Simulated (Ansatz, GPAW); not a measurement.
Given: the input of a run of GPAW 26.7.0 (ASE script) on Pt3W. The cell comes from a database or a generator and needn't be the stable form of this composition.

The input run.py:

```python
from ase import Atoms
from ase.dft.bandgap import bandgap
from ase.io import write
from ase.units import Bohr, GPa
from gpaw import GPAW, PW, setup_paths
from gpaw.elf import elf_from_dft_calculation

setup_paths.insert(0, '.')

atoms = Atoms(['Pt', 'Pt', 'Pt', 'W'],
              cell=[[-1.94790367, 1.94790367, 4.01834097],
                    [1.94790367, -1.94790367, 4.01834097],
                    [1.94790367, 1.94790367, -4.01834097]],
              scaled_positions=[[0.5, 0.5, 0.0],
                                [0.25, 0.75, 0.5],
                                [0.75, 0.25, 0.5],
                                [0.0, 0.0, 0.0]],
              pbc=True)

calc = GPAW(mode=PW(600),
            xc='PBEsol',
            kpts={'size': (10, 10, 10), 'gamma': True},
            occupations={'name': 'fermi-dirac', 'width': 0.05},
            nbands=53,
            convergence={'density': 1e-05, 'energy': 1e-05},
            maxiter=150,
            txt='gpaw.txt')
atoms.calc = calc
energy = atoms.get_potential_energy()
forces = atoms.get_forces()
stress = atoms.get_stress()
calc.write('gs.gpw')
write('result.traj', atoms)
print(f'Energy: {energy:.6f} eV')
print('Forces (eV/A):')
print(forces.round(4))
print('Stress (GPa):', (stress / GPa).round(3))
print('Fermi level:', round(calc.get_fermi_level(), 4), 'eV')
print(f'Gap: {bandgap(calc)[0]:.4f} eV, direct: {bandgap(calc, direct=True)[0]:.4f} eV')

# fields on the real-space grid
write('density.cube', atoms, data=calc.get_pseudo_density() * Bohr**3)
write('potential.cube', atoms, data=calc.get_electrostatic_potential())
write('elf.cube', atoms, data=elf_from_dft_calculation(calc).data)
```

Potentials or basis: PAW data sets generated in the run's folder for this functional, pw.

The run is started by

```sh
$ gpaw-setup -f PBEsol Pt W
$ OMP_NUM_THREADS=1 python run.py
```

Q: Set up the same calculation for Ansatz 0.2.0. Potentials or basis there: all-electron LAPW, scalar-relativistic.

A: As run (cutoffs and basis follow the program's own potentials, and thresholds, step limits or extra output files can differ):

File input.yaml:

```yaml
crystal:
  lattice:
    - [-1.94790367, 1.94790367, 4.01834097]
    - [1.94790367, -1.94790367, 4.01834097]
    - [1.94790367, 1.94790367, -4.01834097]
  atoms:
    - { symbol: Pt, position: [0.5, 0.5, 0.0] }
    - { symbol: Pt, position: [0.25, 0.75, 0.5] }
    - { symbol: Pt, position: [0.75, 0.25, 0.5] }
    - { symbol: W, position: [0.0, 0.0, 0.0] }
kpoints:
  mp_grid: { grid: [10, 10, 10] }
scf:
  occupations: { method: fermi_dirac, width: 0.05 }
hamiltonian:
  xc: pbesol
  pseudopotentials: { kind: all_electron, lapw: { basis_error: 0.001 } }
output:
  forces: true
  stress: true
  eigenvalues: true
  populations: true
```

Potentials or basis: all-electron LAPW, scalar-relativistic.

Run with:

```console
$ ansatz run input.yaml --threads 2 --pin off --max-ram 8192MiB --backend cpu --events-out ev --progress --plain --runs-dir out
```

Both were run:

|  | GPAW | Ansatz |
| --- | --- | --- |
| Pressure | -5.5 GPa | -5.1 GPa |

Where Ansatz's input types no cutoff or centring, it takes its own default and a Γ-centred mesh.

Pressure is positive in compression.
